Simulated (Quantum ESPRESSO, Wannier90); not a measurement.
## TiC (rock salt), plane waves to Wannier functions

```xyz
2
Lattice="0.0000 2.1657 2.1657 2.1657 0.0000 2.1657 2.1657 2.1657 0.0000" Properties=species:S:1:pos:R:3 pbc="T T T"
Ti     0.0000     0.0000     0.0000
C      2.1657     2.1657     2.1657
```

Structure: Materials Project mp-631, symmetrised, not relaxed again. COD (Crystallography Open Database) has an entry of this formula and space group (matched by these alone). Method: PBEsol plane waves in Quantum ESPRESSO 7.5 (PseudoDojo norm-conserving files, 68 Ry, no spin polarisation, no spin-orbit coupling), Bloch states on a 10×10×10 mesh through Γ, Wannier90 4.0.1. Density: 12×12×12 mesh, cold smearing 0.01 Ry.

Functional, cutoff and mesh named above are those of the base row (10×10×10); the first column says what each row takes instead. Model: 13 functions from bands 5-26, start hydrogen-like Ti: s;p;d; C: s;p, centres 0.05 Å off the atoms, frozen window tied to the conduction edge or Fermi level of each row, as listed, which moves Ω_I and hoppings a little by itself. Energies are relative to the Fermi level; the misfit is to pw.x on a path, for states up to 1.0 eV relative to the Fermi level. Only the mesh of Bloch states changes. The disentangled Ω_I can sit in another minimum from row to row.

**Question.** Among the meshes 4×4×4, 5×5×5, 7×7×7, 8×8×8, 10×10×10, 12×12×12, which is the coarsest that interpolates to 20 meV rms?

**Answer.** 5×5×5.

```json
[
 {"mesh": "4×4×4", "frozen to (eV)": "1.50", "Ω_I (Å²)": "7.93", "rms misfit (meV)": "40", "k-points (cost)": "64", "rough cost of nscf and overlaps (first row = 1)": "1.0"},
 {"mesh": "5×5×5", "frozen to (eV)": "1.50", "Ω_I (Å²)": "8.31", "rms misfit (meV)": "18", "k-points (cost)": "125", "rough cost of nscf and overlaps (first row = 1)": "1.7"},
 {"mesh": "7×7×7", "frozen to (eV)": "1.50", "Ω_I (Å²)": "8.65", "rms misfit (meV)": "7.8", "k-points (cost)": "343", "rough cost of nscf and overlaps (first row = 1)": "4"},
 {"mesh": "8×8×8", "frozen to (eV)": "1.50", "Ω_I (Å²)": "8.76", "rms misfit (meV)": "4.8", "k-points (cost)": "512", "rough cost of nscf and overlaps (first row = 1)": "8"},
 {"mesh": "10×10×10", "frozen to (eV)": "1.50", "Ω_I (Å²)": "8.87", "rms misfit (meV)": "2.3", "k-points (cost)": "1000", "rough cost of nscf and overlaps (first row = 1)": "17"},
 {"mesh": "12×12×12", "frozen to (eV)": "1.50", "Ω_I (Å²)": "8.94", "rms misfit (meV)": "1.5", "k-points (cost)": "1728", "rough cost of nscf and overlaps (first row = 1)": "28"}
]
```

Ω_I still rises with the mesh: the finite-difference spreads converge slowly and from below.
